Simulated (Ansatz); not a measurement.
TaAsO5 in space group Pnma (No. 62; Pearson symbol oP28), DFT-PBE in the program Ansatz with PAW potentials, all energies at zero smearing, with the estimated change up to a 700 eV cutoff added, with one set of potentials and settings (totals compare only within such a set). Cell of 28 atoms (4 Ta, 4 As, 20 O): -70509.990 eV.

```tsv
element	reference phase	E (eV/atom)
Ta	Im-3m, 1 atoms in the cell	-9932.2522
As	R-3m, 2 atoms in the cell	-4856.1377
O	C2/m, 4 atoms in the cell, spin-polarised	-565.0000
```

Formation energy per atom, worked out: (-70509.990 − 4×(-9932.2522) − 4×(-4856.1377) − 20×(-565.0000))/28 = -2.015 eV/atom (-194 kJ per mol of atoms), at 0 K, without zero-point energy or fitted corrections.

The first step of the workflow began from a Materials Project structure, measured or hypothetical; the Crystallography Open Database copy checked does not list it. Whether it is the stable phase at ambient conditions was not checked. The cell was relaxed with PBE under the symmetry of its start; its stability against distortions is not shown here. The run is not spin-polarised. The references are the lowest solids computed at this level, not always the standard phases (solids in place of the gases). Spin–orbit coupling is left out wherever it is not named.

Potentials: the later of the program's two PAW sets.
